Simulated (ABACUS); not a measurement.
Worked example: self-consistent single point of SrTiO3 (Pm-3m, 5 atoms in the cell; from Materials Project mp-5229, changed as shown) in ABACUS.

All values come from this method and carry its errors: ABACUS with PBEsol, numerical atomic orbitals TZP (confined pseudo-atomic orbitals with Gaussian additions; energy shift 0.01 Ry), PseudoDojo 0.4 standard norm-conserving PBEsol (tails mended) pseudopotentials.

The change in words: volume scaled by 1.01. Reference geometry (Pm-3m):
```
CELL_PARAMETERS angstrom
      3.91270     0.00000     0.00000
      0.00000     3.91270     0.00000
      0.00000     0.00000     3.91270
ATOMIC_POSITIONS crystal
  Sr 0.00000 0.00000 0.00000
  Ti 0.50000 0.50000 0.50000
  O  0.50000 0.00000 0.50000
  O  0.00000 0.50000 0.50000
  O  0.50000 0.50000 0.00000
```

Reference input (self-consistent single point, DFT, PBEsol, numerical atomic orbitals TZP (confined pseudo-atomic orbitals with Gaussian additions; energy shift 0.01 Ry), PseudoDojo 0.4 standard norm-conserving PBEsol (tails mended) pseudopotentials): basis = TZP numerical atomic orbitals, energy shift 0.01 Ry; KPT = Gamma 6 6 6 0 0 0; basis_type = lcao; ecutwfc = 100 Ry; smearing_method = gaussian; smearing_sigma = 0.00146997 Ry; potentials = PseudoDojo 0.4 standard norm-conserving PBEsol (tails mended); symmetry = 1; symmetry_prec = 1e-05; ks_solver = genelpa; scf_nmax = 100; scf_thr = 1.0e-06. This run's input differs from it in these lines:

```diff
@@ -31,8 +31,8 @@
 LATTICE_CONSTANT
-7.393931
+7.418494
 
 LATTICE_VECTORS
-   1.0000000552    0.0000000000    0.0000000000
-   0.0000000000    1.0000000552    0.0000000000
-   0.0000000000    0.0000000000    1.0000000552
+   1.0000000092    0.0000000000    0.0000000000
+   0.0000000000    1.0000000092    0.0000000000
+   0.0000000000    0.0000000000    1.0000000092
 
@@ -49,3 +49,3 @@
 1
-   0.5000000276    0.5000000276    0.5000000276 1 1 1
+   0.5000000046    0.5000000046    0.5000000046 1 1 1
 
@@ -54,5 +54,5 @@
 3
-   0.5000000276    0.0000000000    0.5000000276 1 1 1
-   0.0000000000    0.5000000276    0.5000000276 1 1 1
-   0.5000000276    0.5000000276    0.0000000000 1 1 1
+   0.5000000046    0.0000000000    0.5000000046 1 1 1
+   0.0000000000    0.5000000046    0.5000000046 1 1 1
+   0.5000000046    0.5000000046    0.0000000000 1 1 1
 # file: KPT
```

Log, with long lists cut:

```
 SELF-CONSISTENT
 -------------------------------------------

                  longest orb rcut (Bohr) = 9.2
   longest nonlocal projector rcut (Bohr) = 1.7
                     search radius (Bohr) = 21.8

                          real space grid = [ 48, 48, 48 ]
                                 init_chg = atomic

 LCAO ALGORITHM --------------- ION=   1  ELEC=   1--------------------------------

 Density error is 0.139812032049
 E_KohnSham     -285.7068739363      -3887.2414433007
 E_Fermi        0.9323528948         12.6853119155

 LCAO ALGORITHM --------------- ION=   1  ELEC=   2--------------------------------

   [... lines left out ...]

   [... 7 blocks of this kind left out ...]

 LCAO ALGORITHM --------------- ION=   1  ELEC=  10--------------------------------

 Density error is 2.87920550179e-06
 E_KohnSham     -286.5697595051      -3898.9816037595
 E_Fermi        0.7808629814         10.6241859044

 LCAO ALGORITHM --------------- ION=   1  ELEC=  11--------------------------------

 Density error is 1.69545128499e-07
 E_KohnSham     -286.5697595054      -3898.9816037628
 E_KS(sigma->0) -286.5697595054      -3898.9816037628
 E_entropy(-TS) -0.0000000000        -0.0000000000
 E_Fermi        0.7808626636         10.6241815804
 charge density convergence is achieved
 final etot is -3898.9816038 eV
 EFERMI = 10.62418158 eV

 STATE ENERGY(eV) AND OCCUPATIONS    NSPIN == 1
   [... 27 lines left out ...]

 TOTAL-FORCE (eV/Angstrom)
                       Sr1         0.0000000000         0.0000000000         0.0000000000
                       Ti1         0.0000000000         0.0000000000         0.0000000000
                        O1         0.0000000000         0.0000000000         0.0000000000
                        O2         0.0000000000         0.0000000000         0.0000000000
                        O3         0.0000000000         0.0000000000         0.0000000000

 TOTAL-STRESS (KBAR)
       -51.2385842409         0.0000000000         0.0000000000
        -0.0000000000       -51.2385842409        -0.0000000000
         0.0000000000         0.0000000000       -51.2385842409
 TOTAL-PRESSURE: -51.238584 KBAR

 --------------------------------------------
 !FINAL_ETOT_IS -3898.9816037628270351 eV
 --------------------------------------------
```

The run converged in 11 iterations. Against the reference run the free energy goes up by 3.2 meV/atom, the pressure goes from -3.41 to -5.12 GPa and the gap on the mesh goes from 1.781 to 1.763 eV.

The atom-centred basis is finite, which shifts total energies, pressures and gaps against plane waves. The structure comes from a collection of computed structures, made at another level of theory; the collection holds predicted forms beside known ones.

Cost on one core: roughly 40 core-seconds.

The atomic orbitals were generated for these runs; they are not ABACUS's published sets and were checked against plane waves on a few crystals only.

“Tails mended”: in these copies of the files the far tail of each local potential was reset to the Coulomb form.
